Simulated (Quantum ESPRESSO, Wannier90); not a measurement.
**Wannierisation of CdTe (wurtzite)**

```
begin unit_cell_cart
ang
    4.6332702067    0.0000000000    0.0000000000
   -2.3166351034    4.0125297016    0.0000000000
    0.0000000000    0.0000000000    7.6024300000
end unit_cell_cart
begin atoms_frac
Cd   0.3333333333 -0.3333333333  0.0003600000
Cd  -0.3333333333  0.3333333333 -0.4996400000
Te   0.3333333333 -0.3333333333  0.3746400000
Te  -0.3333333333  0.3333333333 -0.1253600000
end atoms_frac
```

Materials Project entry mp-12779; symmetrised, unrelaxed at this level. Not found in the COD (Crystallography Open Database) copy used, which has the formula in other groups; not checked further. Computed values, not measurements, from PBEsol: Quantum ESPRESSO (norm-conserving PseudoDojo potentials, cutoff 82 Ry, no spin polarisation, no spin-orbit coupling) on a Γ-centred 6×6×4 mesh, then Wannier90. Density: 12×12×4 mesh, Gaussian smearing 0.01 Ry. Spin-orbit coupling is left out although heavy elements are present.

Bands 19-20,31-36 form an isolated set from -11.03 to 0.00 eV relative to the valence-band maximum (on the path) and are turned into 8 Wannier functions by minimising the spread from the start: sp3 on Te. Bands 21–30 (Cd 4d 96 %) lie between the kept ones and are excluded.

Centres (Cartesian, Å; one of the equivalent choices) and spreads:

| n | x | y | z | spread (Å²) | nearest atom |
|---|---|---|---|---|---|
| 1 | 2.317 | -0.597 | 3.113 | 2.848 | Te3 |
| 2 | 2.958 | -1.708 | 3.113 | 2.848 | Te3 |
| 3 | 2.317 | -1.337 | 2.072 | 2.953 | Te3 |
| 4 | 1.675 | -1.708 | 3.113 | 2.848 | Te3 |
| 5 | -1.675 | 1.708 | -0.688 | 2.848 | Te4 |
| 6 | -2.317 | 1.337 | -1.730 | 2.953 | Te4 |
| 7 | -2.958 | 1.708 | -0.689 | 2.848 | Te4 |
| 8 | -2.317 | 0.597 | -0.688 | 2.848 | Te4 |

Ω_I = 22.05 Å², Ω_total = 22.99 Å²; the interpolated bands follow pw.x to 14 meV rms on the path. It is the lowest total spread that any start reached here.
